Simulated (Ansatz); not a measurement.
A relaxation computed with Ansatz, from input to last step.

```yaml
crystal:
  lattice:
    - [4.294889804, 0.0, 0.0]
    - [-2.147444902, 3.7194836767, 0.0]
    - [0.0, 0.0, 5.1856833631]
  atoms:
    - { symbol: Si, position: [0.0, 0.0, 0.0] }
    - { symbol: Si, position: [0.3333333333, 0.6666666667, 0.625] }
    - { symbol: Si, position: [0.6666666667, 0.3333333333, 0.375] }
    - { symbol: As, position: [0.3333333333, 0.6666666667, 0.138] }
    - { symbol: As, position: [0.6666666667, 0.3333333333, 0.862] }
basis:
  ecutwfc: 420
kpoints:
  mp_grid: { grid: [6, 6, 4] }
hamiltonian:
  xc: pbe
scf:
  occupations: { method: gaussian, width: 0.1 }
  lower_state_search: "off"
output:
  forces: true
  stress: true
  eigenvalues: true
relax:
  adjacent_minimum: "off"
  f_tol: 0.04
  max_steps: 70
  cell: { stress_tol: 0.4 }
```

```bash
ansatz run input.yaml --threads 1 --pin off --max-ram 2560MiB --backend cpu --events-out ev --progress --plain --runs-dir out
```

Theory: DFT PBE, scalar-relativistic, plane waves, PAW (Ansatz 0.2.0).

Of 13 frames 10 are shown, positions in Å and forces in eV/Å; the SCF threshold varies from step to step. Steps run on the plane waves of an earlier cell, with a Pulay correction in the pressure. The basis is chosen afresh for the last frame, the zero of the energies, and at times for earlier ones too; energy and pressure step there, also at an unchanged geometry. The mark taken_back stands on steps that the optimiser undid.

```xyz
5
Lattice="4.2949 0.0000 0.0000 -2.1474 3.7195 0.0000 0.0000 0.0000 5.1857" Properties=species:S:1:pos:R:3:forces:R:3 pbc="T T T" step=1 free_energy_over_end_meV_per_atom=351.26 pressure_GPa=12.93
Si    0.0000    0.0000    0.0000    0.0000    0.0000    0.0000
Si    0.0000    2.4797    3.2411    0.0000    0.0000   -0.4139
Si    2.1474    1.2398    1.9446    0.0000    0.0000    0.4139
As    0.0000    2.4797    0.7156    0.0000    0.0000    1.0317
As    2.1474    1.2398    4.4701    0.0000    0.0000   -1.0317
5
Lattice="4.4584 0.0000 0.0000 -2.2292 3.8611 0.0000 0.0000 0.0000 5.4357" Properties=species:S:1:pos:R:3:forces:R:3 pbc="T T T" step=2 free_energy_over_end_meV_per_atom=230.80 pressure_GPa=1.36
Si    0.0000    0.0000    0.0000    0.0000    0.0000    0.0000
Si    0.0000    2.5741    3.3823    0.0000    0.0000   -0.2797
Si    2.2292    1.2870    2.0535    0.0000    0.0000    0.2797
As    0.0000    2.5741    0.8243    0.0000    0.0000    1.0169
As    2.2292    1.2870    4.6114    0.0000    0.0000   -1.0169
5
Lattice="4.4354 0.0000 0.0000 -2.2177 3.8412 0.0000 0.0000 0.0000 5.8253" Properties=species:S:1:pos:R:3:forces:R:3 pbc="T T T" step=4 free_energy_over_end_meV_per_atom=98.26 pressure_GPa=-1.03
Si    0.0000    0.0000    0.0000    0.0000    0.0000    0.0000
Si    0.0000    2.5608    3.7605    0.0000    0.0000    0.3759
Si    2.2177    1.2804    2.0648    0.0000    0.0000   -0.3759
As    0.0000    2.5608    1.2963    0.0000    0.0000   -0.1532
As    2.2177    1.2804    4.5290    0.0000    0.0000    0.1532
5
Lattice="4.4048 0.0000 0.0000 -2.2024 3.8147 0.0000 0.0000 0.0000 5.7863" Properties=species:S:1:pos:R:3:forces:R:3 pbc="T T T" step=5 free_energy_over_end_meV_per_atom=93.35 pressure_GPa=0.18
Si    0.0000    0.0000    0.0000    0.0000    0.0000    0.0000
Si    0.0000    2.5431    3.7686    0.0000    0.0000    0.3891
Si    2.2024    1.2716    2.0176    0.0000    0.0000   -0.3891
As    0.0000    2.5431    1.3056    0.0000    0.0000   -0.2254
As    2.2024    1.2716    4.4807    0.0000    0.0000    0.2254
5
Lattice="4.3994 0.0000 0.0000 -2.1997 3.8100 0.0000 0.0000 0.0000 5.6323" Properties=species:S:1:pos:R:3:forces:R:3 pbc="T T T" step=6 free_energy_over_end_meV_per_atom=79.48 pressure_GPa=1.89
Si    0.0000    0.0000    0.0000    0.0000    0.0000    0.0000
Si    0.0000    2.5400    3.8021    0.0000    0.0000    0.3668
Si    2.1997    1.2700    1.8302    0.0000    0.0000   -0.3668
As    0.0000    2.5400    1.3148    0.0000    0.0000   -0.2006
As    2.1997    1.2700    4.3175    0.0000    0.0000    0.2006
5
Lattice="4.5203 0.0000 0.0000 -2.2602 3.9147 0.0000 0.0000 0.0000 5.1935" Properties=species:S:1:pos:R:3:forces:R:3 pbc="T T T" step=8 free_energy_over_end_meV_per_atom=15.18 pressure_GPa=1.67
Si    0.0000    0.0000    0.0000    0.0000    0.0000    0.0000
Si    0.0000    2.6098    3.8987    0.0000    0.0000    0.3166
Si    2.2602    1.3049    1.2948    0.0000    0.0000   -0.3166
As    0.0000    2.6098    1.3272    0.0000    0.0000   -0.1406
As    2.2602    1.3049    3.8663    0.0000    0.0000    0.1406
5
Lattice="4.6546 0.0000 0.0000 -2.3273 4.0310 0.0000 0.0000 0.0000 5.3630" Properties=species:S:1:pos:R:3:forces:R:3 pbc="T T T" step=9 free_energy_over_end_meV_per_atom=24.31 pressure_GPa=-4.07 taken_back
Si    0.0000    0.0000    0.0000    0.0000    0.0000    0.0000
Si    0.0000    2.6873    4.1886    0.0000    0.0000    0.0746
Si    2.3273    1.3437    1.1744    0.0000    0.0000   -0.0746
As    0.0000    2.6873    1.4228    0.0000    0.0000   -0.3592
As    2.3273    1.3437    3.9402    0.0000    0.0000    0.3592
5
Lattice="4.5224 0.0000 0.0000 -2.2612 3.9165 0.0000 0.0000 0.0000 5.2648" Properties=species:S:1:pos:R:3:forces:R:3 pbc="T T T" step=10 free_energy_over_end_meV_per_atom=4.07 pressure_GPa=0.68
Si    0.0000    0.0000    0.0000    0.0000    0.0000    0.0000
Si    0.0000    2.6110    4.0321    0.0000    0.0000    0.1170
Si    2.2612    1.3055    1.2327    0.0000    0.0000   -0.1170
As    0.0000    2.6110    1.3557    0.0000    0.0000   -0.0993
As    2.2612    1.3055    3.9091    0.0000    0.0000    0.0993
5
Lattice="4.5288 0.0000 0.0000 -2.2644 3.9220 0.0000 0.0000 0.0000 5.3478" Properties=species:S:1:pos:R:3:forces:R:3 pbc="T T T" step=12 free_energy_over_end_meV_per_atom=0.76 pressure_GPa=-0.12
Si    0.0000    0.0000    0.0000    0.0000    0.0000    0.0000
Si    0.0000    2.6147    4.1514    0.0000    0.0000    0.0005
Si    2.2644    1.3073    1.1964    0.0000    0.0000   -0.0005
As    0.0000    2.6147    1.3652    0.0000    0.0000    0.0010
As    2.2644    1.3073    3.9826    0.0000    0.0000   -0.0010
5
Lattice="4.5288 0.0000 0.0000 -2.2644 3.9220 0.0000 0.0000 0.0000 5.3478" Properties=species:S:1:pos:R:3:forces:R:3 pbc="T T T" step=13 free_energy_over_end_meV_per_atom=0.00 pressure_GPa=-0.07
Si    0.0000    0.0000    0.0000    0.0000    0.0000    0.0000
Si    0.0000    2.6147    4.1514    0.0000    0.0000    0.0013
Si    2.2644    1.3073    1.1964    0.0000    0.0000   -0.0013
As    0.0000    2.6147    1.3652    0.0000    0.0000    0.0006
As    2.2644    1.3073    3.9826    0.0000    0.0000   -0.0006
```

The start puts this composition into another compound's structure type, which needn't suit it. At the end the space group is P-3m1 (tolerance 0.05 Å).

The run took 48 s on 1 thread of Intel(R) Xeon(R) Platinum 8488C (Sapphire Rapids) (shared host), peak memory 0.42 GiB.

The k mesh is coarse.